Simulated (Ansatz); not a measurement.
Put TbMo in P4/mmm (No. 123): Tb on 1b; Mo on 1c.

All numbers below come from Ansatz 0.2.0, DFT PBE, scalar-relativistic, plane waves, PAW, and for the lanthanide a 4f-in-core norm-conserving potential. Cutoff 690 eV, Γ-centred mesh, Gaussian smearing, no spin polarisation.

Formation energies are uncorrected and refer to the elements' standard structures at the same level.

Task: Which cell and coordinates does it relax to?

Result:

Space group P4/mmm (No. 123). a = 2.948 Å, b = 2.948 Å, c = 4.892 Å, α = 90.00°, β = 90.00°, γ = 90.00°
```
atom  site  symmetry       x       y       z
  Tb    1b     4/mmm  0.0000  0.0000  0.5000
  Mo    1c     4/mmm  0.5000  0.5000  0.0000
```

It has the CuAu (L1_0) type. Around Tb lie 4 Tb at 2.95 Å, 8 Mo at 3.21 Å and 4 Tb at 4.17 Å; Mo has 4 Mo at 2.95 Å and 8 Tb at 3.21 Å. Another local minimum with the same sites may exist.

Task: And its energy and gap?

Result: The formation energy is +0.66 eV/atom and the gap on the 18×18×12 mesh of the 2-atom cell is 0 eV (a metal). The separate elements lie lower, so it is unstable against them.

The last run used Gaussian smearing of 0.10 eV. Trial moments died out on the coarse mesh, so the last step has no spin; another magnetic start might hold. Symmetry constrained the relaxation, so the result can be a saddle point. Another cell of TbMo relaxed alike, in Cmmm, lies 50 meV/atom lower, so this cell isn't the stable form at this level.

The lanthanide is trivalent by construction, without f bands, f moments or other valences. The reference runs of the other elements, and any phases without the lanthanide, used 420 eV, which shifts energies against them by under 10 meV/atom. The lanthanide's reference is the lowest of its hcp, dhcp and fcc cells.
